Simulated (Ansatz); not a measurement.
CdO (NiAs type, P6_3/mmc), DFT-PBE in the program Ansatz with PAW potentials, all energies at zero smearing, with the estimated change up to a 700 eV cutoff added, with one set of potentials and settings (totals compare only within such a set). Cell of 4 atoms (2 Cd, 2 O): -17642.531 eV.

| element | reference phase | E (eV/atom) |
|---|---|---|
| Cd | P6_3/mmc, 2 atoms in the cell | -8254.4547 |
| O | C2/m, 4 atoms in the cell, spin-polarised | -565.0000 |

Formation energy per atom, worked out: (-17642.531 − 2×(-8254.4547) − 2×(-565.0000))/4 = -0.905 eV/atom (-87 kJ per mol of atoms), at 0 K, without zero-point energy or fitted corrections.

A made-up cell: these elements were put on the sites of a structure type; neither database checked (COD, Materials Project) lists it. It is not the phase usual at ambient conditions (space group No. 225). The cell was relaxed with PBE under the symmetry of its start; its stability against distortions is not shown here. The references are the lowest solids computed at this level, not always the standard phases (solids in place of the gases).

Potentials: the later of the program's two PAW sets.
